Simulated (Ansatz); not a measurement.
Input file for Ansatz (a program for electronic structure):

Ansatz 0.2 input:
```yaml
crystal:
  lattice:
    - [5.5360558496, 0.0, 0.0]
    - [-2.7680279248, 4.7943650025, 0.0]
    - [0.0, 0.0, 7.395744013]
  atoms:
    - { symbol: S, position: [0.3333333333, 0.6666666667, 0.25] }
    - { symbol: S, position: [0.6666666667, 0.3333333333, 0.75] }
    - { symbol: Rb, position: [0.0, 0.0, 0.0] }
    - { symbol: Rb, position: [0.0, 0.0, 0.5] }
    - { symbol: Rb, position: [0.6666666667, 0.3333333333, 0.25] }
    - { symbol: Rb, position: [0.3333333333, 0.6666666667, 0.75] }
kpoints:
  mp_grid: { grid: [6, 6, 4] }
hamiltonian:
  xc: r2scan
  pseudopotentials: { kind: paw }
scf:
  occupations: { method: fixed }
checkpoint: { read: static.run }
output: { write_density: true, elf: true, volumetric_format: npy }
basis: { fft_grid_basis: typed }
```

Output (shortened):

```
Pseudopotentials: kind: paw
Pseudopotential: S, paw, valence charge 6
Pseudopotential: Rb, paw, valence charge 9
Functional definition: r2SCAN
Crystal: 6 atoms, lattice volume = 196.297 Å³
Basis set: ecut = 500 eV, 4941 PW (Γ), exchange–correlation on 180×180×216 points (64 copies of the dense FFT grid, shifted against one another)
Bands: 30, of which v1, the nominal top of the filled ones, is band 24 counted from 1 (23 counted from 0)
Symmetry: 24 space group operations
Space group: P63/mmc (ITA 194), of the structure as read, at distance tolerance 5.8e-5 Å
k-points: 21 of 144
PAW frozen core: S, regenerated for the run's functional
PAW frozen core: Rb, regenerated for the run's functional
Initial density: read from a saved state, or passed on in memory by an earlier SCF of this step, an earlier step, the calling program or the single point that …
Stability of the state it starts from, as read at its close in the unpolarized treatment …
Initial wavefunctions: pseudopotential atomic-orbital guess
Eigensolver: davidson
Functional: x = r2scan, c = r2scan; τ floored in thin density (d = 2e-4 eV/Å³)
iter 1 solved again at ethr=1.23e-7 eV; its pass at ethr=3.10e-3 eV (dr2=5.88e-5 eV) is discarded
SCF iter   1: F=—  HF=-14930.560942 eV  |F-HF|=—  |Δ(HF+E_count)|=         —  Δρ=4.79e-7  dr2=2.00e-10  dr2_τ=1.57e-10  ethr=1.23e-7  ⟨swp⟩=3.7  Hψ=4532  notcnv=0  defer=84
all-band conjugate gradients solve this SCF's bands
preconditioner: auto → Resta (q_TF=auto, 2.157 Å⁻¹)
SCF iter   2: F=-14930.560942 eV  HF=-14930.560942 eV  |F-HF|=2.55e-11  |Δ(HF+E_count)|=   2.79e-8  Δρ=2.36e-7  dr2=8.53e-11  dr2_τ=1.64e-10  ethr=1.00e-12  ⟨swp⟩=13.7  Hψ=4008  notcnv=0
SCF 1 converged in 2 iterations: F = -14930.560942 eV  dr2 = 8.53e-11
SCF converged after 2 iterations
Free energy (F): -14930.560942 eV
Harris-Foulkes:  -14930.560942 eV  (|F-HF|=2.55e-11)
Internal energy: -14930.560942 eV  (E = F + TS)
E sigma→0 (E₀):  -14930.560942 eV
Fermi energy:    4.607661 eV
--- Per-component energies (eV) ---
  E_band       = -319.658974
  E_kinetic    = 987.821907
  E_local      = -2233.798025  (includes V_loc(G=0)·N_el)
  E_nonlocal   = 744.519841
  E_hartree    = 548.425764
  E_xc         = -685.517499
  E_vxc        = -796.952839  (∫ρ·V_xc dr)
  E_paw        = -11757.922824  (= ΣΔE_a)
  E_vpaw       = -159.837001  (= ΣTr[D̂ρ^β])
  E_aug_tail   = 0.000000  (compensation charges beyond the density's cutoff)
  E_vtau       = 41.735681  (kinetic-family band-sum trace: ∫τ·v_τ [+ j·A + Jᵃ·Aᵃ] dr)
  E_ewald      = -2533.282863
  E_core_change = -0.807243  (= ΣΔE_core)
  E_smearing   =  0.000000  (= −TS)
  E_closure    =  0.000000  (closes the sum)
  Σ components = -14930.560942   (vs F -14930.560942, Δ=0.00e0)
  [band-id]    e_kinetic+e_local+e_nonlocal+2·e_hartree+e_vxc+e_vpaw+e_augmentation_tail+e_vtau = -319.658908   (vs E_band -319.658974, Δ=6.66e-5)
--- Band table (eV; the first three rows and the last of 21) ---
  k-point 0: bands = ["-23.6197", "-23.5445", "-22.5903", "-22.5873", "-7.6932", "-7.2168", "-7.2168", "-7.0184", "-7.0184", "-6.9173", "-6.2728", "-6.2549", "-6.2549", "-6.0994", "-6.0994", "-6.0936", "-5.8244", "-5.6341", "3.7456", "3.7456", "3.7757", "4.1647", "4.1647", "4.6077", "7.2561", "8.6420", "9.0243", "9.0243", "9.7766", "9.7766"]
  k-point 1: bands = ["-23.6089", "-23.5557", "-22.5898", "-22.5876", "-7.5879", "-7.1909", "-7.1909", "-7.0516", "-7.0516", "-7.0379", "-6.3071", "-6.2284", "-6.2284", "-6.2242", "-6.1193", "-6.1193", "-5.6798", "-5.5868", "3.7620", "3.7985", "3.7985", "4.0922", "4.0922", "4.2858", "7.7366", "9.2461", "9.3029", "9.3029", "9.8870", "9.8870"]
  k-point 2: bands = ["-23.5825", "-23.5825", "-22.5886", "-22.5886", "-7.3216", "-7.3216", "-7.1248", "-7.1248", "-7.1248", "-7.1248", "-6.3205", "-6.3205", "-6.1707", "-6.1707", "-6.1707", "-6.1707", "-5.5638", "-5.5638", "3.8811", "3.8811", "3.9359", "3.9359", "3.9359", "3.9359", "8.7843", "8.7843", "9.8655", "9.8655", "9.8655", "9.8655"]
  k-point 20: bands = ["-23.5772", "-23.5772", "-22.5924", "-22.5924", "-7.4406", "-7.4406", "-7.3456", "-7.3456", "-7.0925", "-7.0925", "-6.4120", "-6.4120", "-6.1766", "-6.1766", "-6.1358", "-6.1358", "-5.1164", "-5.1164", "3.6931", "3.6931", "4.0785", "4.0785", "4.1909", "4.1909", "9.3081", "9.3081", "10.0385", "10.0385", "10.6311", "10.6311"]
  band table: 30 of 30 bands, residual norms ≤ 1.0e-3 eV
```

Cost: about 12 core-seconds (a rough figure) on shared cores.

Space group P6_3/mmc. The workflow started from an entry of the Crystallography Open Database (COD), which files this formula under 2 space groups. Whether it is the stable phase at ambient conditions was not checked. The r²SCAN relaxation kept the symmetry of its start; its stability against distortions is not shown here. The volume moved by -29 % from the start of the relaxation. The volume fell by over 15 % from the filed cell, which may lack light atoms or belong to other conditions. Scalar-relativistic: spin–orbit coupling is off unless named, which matters more the heavier the elements.

Potentials: the later of the program's two PAW sets.

Ansatz is a plane-wave DFT program.
